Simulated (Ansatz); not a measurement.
Structures of Bi2B: which is lowest?

Plane-wave DFT in Ansatz with scalar-relativistic PAW potentials, cutoff 420 eV, Γ-centred meshes chosen by cell and gap, Gaussian smearing with energies taken to zero width. Every cell was relaxed (cell and atoms) in a run of its own, within the symmetry of its start. Functional: PBE.

Relaxed structures (starts from databases or built by putting these elements on another compound's sites):
A. I4_1/amd, 6 atoms in the computed cell, a = 3.420 Å, c = 25.688 Å; sites (symmetry × multiplicity) B -4m2 × 4, Bi 2mm. × 8; start: built
B. Pnnm, 6 atoms in the computed cell, a = 5.542 Å, b = 6.946 Å, c = 3.726 Å; sites (symmetry × multiplicity) B ..2/m × 2, Bi ..m × 4; start: built

Task: Rank them by energy. Could pressure change the order?

Result:
| structure | group | E − E(lowest) (meV/atom) | V (Å³/atom) | gap on mesh (eV) |
| --- | --- | --- | --- | --- |
| B | Pnnm | 0.0 | 23.90 | 0.00 |
| A | I4_1/amd | 213 | 25.03 | 0.00 |

B is lowest, 213 meV/atom under A. The lowest is also the densest of these, so pressure wouldn't bring one of the others in at first order. Other structures may lie lower than all of these, and vibrations aren't counted.

Spin-orbit coupling is left out, which matters for the bands of heavy elements. For Tl, Pb and Bi spin-orbit coupling shifts energies too.